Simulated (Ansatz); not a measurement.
A trial structure of NiPdC4N4 was built thus: two interpenetrating cyanide-bridged diamond nets (P-43m, No. 215). Lengths were set from tabulated atomic sizes, so they are only a guess.

```
Ni Pd C N
1.0
     5.90860    0.00000    0.00000
     0.00000    5.90860    0.00000
     0.00000    0.00000    5.90860
Ni Pd C N
1 1 4 4
Direct
  0.00000 0.00000 0.00000
  0.50000 0.50000 0.50000
  0.18732 0.18732 0.18732
  0.18732 0.81268 0.81268
  0.81268 0.18732 0.81268
  0.81268 0.81268 0.18732
  0.30164 0.30164 0.30164
  0.30164 0.69836 0.69836
  0.69836 0.30164 0.69836
  0.69836 0.69836 0.30164
```

Method: DFT PBE, scalar-relativistic, plane waves, PAW (Ansatz). Cutoff 420 eV, Gaussian smearing, Γ-centred meshes. Cell and atoms relax on a converged mesh. In metals the finer mesh still leaves noise of several meV/atom or more. The steps can't lower the symmetry of their start. Collinear spin, starting moments Ni 2.0 μB.

A guess keeps its type if space group and coordination stay and the shape of the cell changes little (axis ratios within about 15 %, angles within 6°); the volume may change.

**Question.** Does this structure survive the relaxation?

**Answer.** It keeps its type. The symmetry stays P-43m (No. 215). The volume per atom grows by 2.0 %, from 20.6 to 21.0 Å³. The shortest distance stays 1.17 Å (C–N). Counting neighbours within 15 % of an atom's shortest distance, the start has C 1, N 1, Ni 4, Pd 4 and the end C 1, N 1, Ni 4, Pd 4.

The zero of energy is the elements' standard structures at the same level (N₂ as a molecule); no fitted shifts are applied.

**Question.** At what energy does it end?

**Answer.** +0.77 eV/atom. The separate elements lie lower, so it is unstable against them.

The last run used collinear spin, a 6×6×6 mesh for its 10-atom cell and Gaussian smearing of 0.10 eV. The reference form of C is held partly by dispersion forces, which this level lacks. The magnetic state reached may not be the lowest. A structure relaxed within its symmetry needn't be a true minimum.
